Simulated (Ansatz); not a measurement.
One stationary structure of TiAl₃. Space group I4/mmm (No. 139), AFLOW prototype A3B_tI8_139_bd_a (D0_22, as in TiAl3). Computed with r2SCAN (plane waves to 500 eV, PAW, scalar-relativistic; Ansatz, an electronic-structure program).

```xyz
4
Lattice="-1.9121 1.9121 4.2803 1.9121 -1.9121 4.2803 1.9121 1.9121 -4.2803" Properties=species:S:1:pos:R:3 pbc="T T T"
Al     1.9121     0.0000     2.1401
Al     0.0000     1.9121     2.1401
Al     0.0000     0.0000     4.2803
Ti     0.0000     0.0000     0.0000
```

```json
{
  "volume_per_atom": "15.65 Å³",
  "band_gap": "zero (metallic)",
  "shortest_distances": "Al–Al 2.70 Å; Al–Ti 2.70 Å",
  "k-mesh": "17×17×17"
}
```

Band energies at high-symmetry points (eV from the Fermi level; labels of this space group; no spin-orbit coupling), from −5 eV up to 1.9 eV:

```
point                                      energies
-----  --------------------------------------------
Γ      -2.97 -2.89 -1.47 -1.32 -1.32 0.86 1.75 1.75
X                     -4.57 -4.13 -3.03 -2.35 -1.06
P                      -4.64 -2.01 -2.01 -1.29 0.88
N                      -3.90 -3.15 -1.16 -0.27 0.56
M            -2.06 -1.06 -1.06 -0.28 0.78 0.78 0.99
S                       -1.18 -0.82 -0.69 0.63 1.80
S0                      -1.18 -0.82 -0.69 0.63 1.80
R                           -3.95 -2.39 -1.49 -0.92
```

No spin polarisation in the result.

It was reached from a disturbed copy of a Im-3m (No. 229) cell (AFLOW prototype A3B_cI8_229_b_a (as in H3S)), against which it lies -1.01 eV/atom.

The first start was generated by placing the elements on the sites of a structure type. Materials Project lists a structure of TiAl3 in the same space group, I4/mmm (No. 139); the sites were not compared with it, nor with measured phases.
